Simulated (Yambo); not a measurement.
G0W0@PBEsol for PbI2 (space group P6_3mc, No. 186) in Yambo. Reference settings: 3×3×1 Γ-centred k mesh, 544 bands and a 6 Ry block in the screening, 544 bands in G with the Bruneval-Gonze terminator, plasmon pole fitted at 27.2 eV. The PBEsol gap Γ → Γ on this mesh is 1.48 eV; G0W0 gaps are taken between the same points.

```json
[
 {"change from the reference": "reference settings", "G0W0 gap Γ → Γ (eV)": "2.24", "shift of the valence edge (eV)": "-0.63"},
 {"change from the reference": "pole fitted at 15 eV", "G0W0 gap Γ → Γ (eV)": "2.19", "shift of the valence edge (eV)": "-0.55"},
 {"change from the reference": "348 bands in W, 348 bands in G", "G0W0 gap Γ → Γ (eV)": "2.21", "shift of the valence edge (eV)": "-0.52"},
 {"change from the reference": "no terminator", "G0W0 gap Γ → Γ (eV)": "2.22", "shift of the valence edge (eV)": "-0.52"},
 {"change from the reference": "202 bands in W, 202 bands in G", "G0W0 gap Γ → Γ (eV)": "?", "shift of the valence edge (eV)": "-0.30"},
 {"change from the reference": "250 bands in W", "G0W0 gap Γ → Γ (eV)": "2.19", "shift of the valence edge (eV)": "-0.47"},
 {"change from the reference": "202 bands in G, no terminator", "G0W0 gap Γ → Γ (eV)": "2.15", "shift of the valence edge (eV)": "-0.07"},
 {"change from the reference": "2 Ry block", "G0W0 gap Γ → Γ (eV)": "1.94", "shift of the valence edge (eV)": "-0.29"}
]
```

Estimate the withheld gaps from the other rows; the computed values follow.


- 202 bands in W, 202 bands in G, G0W0 gap Γ → Γ (eV): 2.16

The reference isn't shown to be the converged limit.

The standard potential for Pb keeps a d shell in the valence without the s and p states of that shell. In tests on such compounds this moved G0W0 gaps by up to about 0.9 eV, so absolute quasiparticle energies here are unreliable; differences between settings are what counts.

Spin-orbit coupling is included.

Geometry of the Materials Project entry, not relaxed at this level; primitive cell a = b = 4.6178 Å, c = 14.5512 Å, α = β = 90.00°, γ = 120.00°.

This is not the ordinary phase of the substance.

A shift is the quasiparticle energy of the state minus its PBEsol energy.
